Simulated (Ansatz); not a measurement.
# Zone-centre modes in Na2AgAsF6

Computed with Ansatz, DFT PBE+D3(BJ), scalar-relativistic, plane waves, PAW. Cutoff 420 eV, Γ-centred 6×6×6 k-points, Gaussian smearing of 0.05 eV. No spin polarisation.

Zero of the scan (relaxed at this level; it needn't be the usual structure):

```
CELL_PARAMETERS angstrom
0.00000 4.38766 4.38766
4.38766 0.00000 4.38766
4.38766 4.38766 0.00000
ATOMIC_POSITIONS crystal
Na 0.75000 0.75000 0.75000
Na 0.25000 0.25000 0.25000
Ag 0.50000 0.50000 0.50000
As 0.00000 0.00000 0.00000
F 0.76765 0.23235 0.23235
F 0.23235 0.23235 0.76765
F 0.23235 0.76765 0.76765
F 0.23235 0.76765 0.23235
F 0.76765 0.23235 0.76765
F 0.76765 0.76765 0.23235
```

Harmonic modes by finite displacements of 0.02 Å, without the LO–TO term.

(1) At this geometry, is the structure stable against these modes?

(2) List the wavenumbers in cm⁻¹.

## Answers

(1) No: 12 modes are unstable, the strongest at 134i cm⁻¹.

(2) 134i, 134i, 134i, 123i, 123i, 123i, 103i, 103i, 103i, 50i, 50i, 50i, 0, 0, 0, 86, 86, 86, 183, 183, 183, 195, 195, 195, 304, 304, 304, 336, 336, 479.

Cost: 1 run of about 1.4 core-minutes, on Intel Xeon Platinum 8581C (Emerald Rapids) (shared hosts).